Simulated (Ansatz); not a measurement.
Trial structure of SiGe₄, not yet relaxed:

```yaml
crystal:
  lattice:
    - [4.02668, 0.00000, 0.00000]
    - [-2.01334, 3.48721, 0.00000]
    - [0.00000, 0.00000, 7.09930]
  atoms:
    - { symbol: Si, position: [0.00000, 0.00000, 0.00000] }
    - { symbol: Ge, position: [0.33333, 0.66667, 0.99063] }
    - { symbol: Ge, position: [0.66667, 0.33333, 0.00937] }
    - { symbol: Ge, position: [0.00000, 0.00000, 0.72460] }
    - { symbol: Ge, position: [0.00000, 0.00000, 0.27540] }
```

The calculation used DFT PBE, scalar-relativistic, plane waves, PAW in Ansatz. Plane waves to 420 eV, a k mesh through Γ of 6×6×4 on the computed 5-atom cell and Gaussian smearing (0.10 eV); no spin polarisation.

Formation energies are uncorrected and refer to the elements' standard structures at the same level.

Q: Estimate its pressure, forces and energy as it stands.

A: The pressure is 46.1 GPa (the mean over three directions, positive in compression), the largest force is 9.46 eV/Å, and the energy is +2.16 eV/atom against the elements. The shortest distance is 1.96 Å.

Q: Is it a good guess?

A: A poor one: relaxing gains about 1.8 eV/atom (the start's value is from the coarse mesh, so the gain is rough) in 22 ionic steps and ends at +0.31 eV/atom on the finer mesh. The symmetry stays P-3m1 (No. 164). The volume per atom grows by 8.0 %, from 19.9 to 21.5 Å³. The shortest distance goes from 1.96 Å (Si–Ge) to 2.58 Å (Ge–Ge). The ratio c/a of the conventional cell changes by a factor of 1.24. Conventional cell: a = 3.850 Å, c = 8.387 Å. Si has 8 Ge at 2.72–2.88 Å; Ge on its first site is surrounded by 3 Ge at 2.58 Å and 3 Si at 2.72 Å; Ge on its second site is surrounded by 4 Ge at 2.58–2.63 Å and 1 Si at 2.88 Å.

The last run used a 12×12×6 mesh (in the run's order of axes) for its 5-atom cell and Gaussian smearing of 0.10 eV. The relaxation can't lower the symmetry of the start, and the grade says only how near the guess is to its own end. Symmetry constrained the relaxation, so the result can be a saddle point.
